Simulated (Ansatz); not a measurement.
Electric field gradients in Ti3C2

Computed with DFT LDA, scalar-relativistic, plane waves, PAW (Ansatz 0.2.0). Plane waves to 420 eV; Γ-centred k mesh 12×12×4; Fermi-Dirac smearing of 0.15 eV. No spin polarisation.

Equilibrium structure at this level:
```
Ti C
1.0
     3.01839    0.00000    0.00000
    -1.50919    2.61400    0.00000
     0.00000    0.00000   14.81601
Ti C
6 4
Direct
  0.33333 0.66667 0.84284
  0.66667 0.33333 0.34284
  0.66667 0.33333 0.15716
  0.33333 0.66667 0.65716
  0.00000 0.00000 0.00000
  0.00000 0.00000 0.50000
  0.66667 0.33333 0.91394
  0.33333 0.66667 0.41394
  0.66667 0.33333 0.58606
  0.33333 0.66667 0.08606
```

In a metal these results depend on the k mesh and the smearing.

Q: Give V_zz (10²¹ V/m²) and the asymmetry η at each distinct site.

A:
```
       atom V_zz     η
Ti (atom 1)    5.22  0.00
Ti (atom 5)  -0.167  0.00
 C (atom 7)   0.391  0.00
```

Whether Ti3C2 exists in this form wasn't checked.

Cost: 1 run of about 0.2 core-minutes, on Intel Xeon 6975P-C (Granite Rapids) (shared hosts).